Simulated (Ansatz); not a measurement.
BaTiO3:
```yaml
crystal:
  lattice:
    - [3.93514, 0.00000, 0.00000]
    - [0.00000, 3.93514, 0.00000]
    - [0.00000, 0.00000, 3.93514]
  atoms:
    - { symbol: Ba, position: [0.50000, 0.50000, 0.50000] }
    - { symbol: Ti, position: [0.00000, 0.00000, 0.00000] }
    - { symbol: O, position: [0.50000, 0.00000, 0.00000] }
    - { symbol: O, position: [0.00000, 0.50000, 0.00000] }
    - { symbol: O, position: [0.00000, 0.00000, 0.50000] }
```

Relaxed with LDA.

Problem. Decompose the optical modes at the zone centre into irreducible representations, and say which are infrared and Raman allowed.

Solution. Point group m-3m: Γ_opt = 3T1u + T2u. Infrared: T1u. Raman: none.

Problem. Assign frequencies (DFPT, LDA in the plane-wave PAW code Ansatz; without the LO–TO term).

Solution. T1u 154i, T1u 180, T2u 283, T1u 480 cm⁻¹.

Space group Pm-3m (cubic perovskite). This is a known high-temperature phase of the composition, computed here at zero pressure and temperature. The LDA relaxation kept the symmetry of its start. At this level the phase is dynamically unstable (imaginary phonons). No spin polarisation was allowed. Spin–orbit coupling is left out wherever it is not named.

Potentials: the earlier of the program's two PAW sets. The files were generated under PBE; for other functionals the program regenerates the frozen cores, and for LDA and PBEsol the local potential too.
